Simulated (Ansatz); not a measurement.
Consider a crystal of LiAlH3 in space group P4/mbm (No. 127), with Li on 2c; Al on 2a; H on 4g and 2b. Recipe of this trial structure of LiAlH3: perovskite family, tilts a0a0c+ (A site Li; B site Al; X site H).

These are results of DFT PBE, scalar-relativistic, plane waves, PAW (Ansatz), not measurements. Cutoff 420 eV, Γ-centred mesh, Gaussian smearing, no spin polarisation.

Formation energies are uncorrected and refer to the elements' standard structures at the same level (H₂ as a molecule).

Q: Give the relaxed lattice parameters and positions.

A:

Space group P4/mbm (No. 127). a = 5.130 Å, b = 5.130 Å, c = 3.679 Å, α = 90.00°, β = 90.00°, γ = 90.00°
```csv
atom,site,symmetry,x,y,z
Li,2c,m.mm,0.0000,0.5000,0.5000
Al,2a,4/m..,0.5000,0.5000,0.0000
H,4g,m.2m,0.8236,0.3236,0.0000
H,2b,4/m..,0.5000,0.5000,0.5000
```

Li is surrounded by 4 H at 2.24 Å and 4 H at 2.57 Å; around Al lie 6 H at 1.84–1.89 Å; around H on a site of symmetry m2m lie 2 Al at 1.89 Å and 2 Li at 2.24 Å; around H on a site of symmetry 4/m lie 2 Al at 1.84 Å and 4 Li at 2.57 Å. Another local minimum with the same sites may exist.

Q: And its energy and gap?

A: The energy over the elements is +0.08 eV/atom and the gap on the 8×8×10 mesh of the 10-atom cell is 0 eV (a metal). It can't be a ground state, since the elements alone are lower.

The last run used Gaussian smearing of 0.10 eV. With hydrogen, zero-point motion can shift formation energies by some tens of meV/atom. Symmetry constrained the relaxation, so the result can be a saddle point.
